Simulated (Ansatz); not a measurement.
Relax this structure to zero stress and force, keeping its symmetry:

```cif
data_structure
_symmetry_space_group_name_H-M 'P4/mmm'
_symmetry_Int_Tables_number 123
_cell_length_a 3.4820
_cell_length_b 3.4820
_cell_length_c 2.5564
_cell_angle_alpha 90.000
_cell_angle_beta 90.000
_cell_angle_gamma 90.000
_cell_volume 30.99
loop_
_atom_site_label
_atom_site_type_symbol
_atom_site_symmetry_multiplicity
_atom_site_Wyckoff_symbol
_atom_site_fract_x
_atom_site_fract_y
_atom_site_fract_z
_atom_site_occupancy
Fe1 Fe 2 e 0.00000 0.50000 0.50000 1
B1 B 1 a 0.00000 0.00000 0.00000 1
```

The calculation used Ansatz, DFT r2SCAN, scalar-relativistic, plane waves, PAW.

Plane waves to 500 eV, a k mesh through Γ of 10×10×10 on the computed 6-atom cell and Gaussian smearing (0.10 eV); collinear spin from starting moments 2.68 2.68 2.68 2.68 -0.19 -0.19 μB.

Q: What does it relax to?

A: The volume goes down by 0.03 Å³/atom to 10.30 Å³/atom, and the energy changes by under 0.1 meV/atom. The cell ends with a moment of 9.51 μB (only this magnetic start was tried). Final structure:
```
CELL_PARAMETERS angstrom
-2.45840 2.45840 2.55651
2.45840 -2.45840 2.55651
2.45840 2.45840 -2.55651
ATOMIC_POSITIONS crystal
Fe 0.50002 0.50002 0.50004
Fe 0.49998 0.00002 0.00000
Fe 0.99998 0.99998 0.49996
Fe 0.00002 0.49998 0.00000
B 0.00000 0.00000 0.00000
B 0.50000 0.50000 0.00000
```

The state reached may not be the lowest one. Only parallel moments were tried here.